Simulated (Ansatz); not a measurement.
Here is the system:

ZnS:
```yaml
crystal:
  lattice:
    - [3.78233, 0.00000, 0.00000]
    - [-1.89116, 3.27559, 0.00000]
    - [0.00000, 0.00000, 6.20729]
  atoms:
    - { symbol: Zn, position: [0.66667, 0.33333, 0.99968] }
    - { symbol: Zn, position: [0.33333, 0.66667, 0.49968] }
    - { symbol: S, position: [0.66667, 0.33333, 0.62552] }
    - { symbol: S, position: [0.33333, 0.66667, 0.12552] }
```

This is the PBEsol-relaxed structure. Cartesian axes are those of the cell as given.

Q: All from plane-wave PAW PBEsol (Ansatz code), unless another level is named. Predict the piezoelectric stress constants (proper, relaxed ions, C/m²).

A: e15 = e24 = 0.10, e31 = e32 = 0.15, e33 = -0.17.

Q: What about the Poisson's ratio?

A: 0.31.

Space group P6_3mc (wurtzite). Symmetry was held in the PBEsol relaxation.

Potentials: the later of the program's two PAW sets.
